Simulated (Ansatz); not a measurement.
Mg$_{2}$Ge (anti-fluorite, Fm-3m), LDA (plane waves, PAW; program Ansatz). The conduction-band minimum lies at X, with 3 equivalent valleys. Second derivatives d²E/dk² of the lowest band at one valley (eV·Å²), along Cartesian directions:

| direction | d²E/dk² |
|---|---|
| [100] | 13.81 |
| [010] | 41.75 |
| [001] | 41.75 |
| [110] | 27.79 |
| [101] | 27.79 |
| [011] | 41.40 |

Question: Find the principal effective masses, the density-of-states mass and the conductivity mass.

Answer: Off-diagonal terms follow from H_xy = H[110] − (H_xx + H_yy)/2, and m*/mₑ = 7.620 eV·Å² over each eigenvalue: 0.18, 0.18, 0.55. One valley's DOS mass (m₁m₂m₃)^(1/3) = 0.26, conductivity mass 3/(Σ 1/mᵢ) = 0.23 mₑ.

Question: What effective density of states Nc follows at 300 K for parabolic valleys?

Answer: Nc = 2.509e19 × 3 × (0.26)^(3/2) ≈ 1.0e19 cm⁻³.

The cell was relaxed with LDA under the symmetry of its start; phonons on a q-mesh show no instability. Scalar-relativistic: spin–orbit coupling is off unless named, which matters more the heavier the elements.

Potentials: the later of the program's two PAW sets.

Edges and masses are those of Kohn–Sham bands, whose gap is no quasiparticle gap.
